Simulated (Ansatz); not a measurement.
KTaO3:
```cif
data_KO3Ta
_chemical_formula_sum 'K1 O3 Ta1'
_space_group_name_H-M_alt 'P 1'
_space_group_IT_number 1
_cell_length_a 4.02438
_cell_length_b 4.02438
_cell_length_c 4.02438
_cell_angle_alpha 90.000
_cell_angle_beta 90.000
_cell_angle_gamma 90.000
loop_
_space_group_symop_operation_xyz
  'x, y, z'
loop_
_atom_site_label
_atom_site_type_symbol
_atom_site_fract_x
_atom_site_fract_y
_atom_site_fract_z
_atom_site_occupancy
K1 K 0.50000 0.50000 0.50000 1
O1 O 0.50000 0.00000 0.00000 1
O2 O 0.00000 0.50000 0.00000 1
O3 O 0.00000 0.00000 0.50000 1
Ta1 Ta 0.00000 0.00000 0.00000 1
```

Relaxed with PBE.

Q: Decompose the optical modes at the zone centre into irreducible representations, and say which are infrared and Raman allowed.

A: Point group m-3m: Γ_opt = 3T1u + T2u. Infrared: T1u. Raman: none.

Q: Assign frequencies (DFPT, the program Ansatz at the PBE level (PAW); without the LO–TO term).

A: T1u 83i, T1u 178, T2u 264, T1u 503 cm⁻¹.

Space group Pm-3m (cubic perovskite). Symmetry was held in the PBE relaxation. At this level the phase is dynamically unstable (imaginary phonons). No spin polarisation was allowed. Scalar-relativistic: spin–orbit coupling is off unless named, which matters more the heavier the elements.

Potentials: the later of the program's two PAW sets.
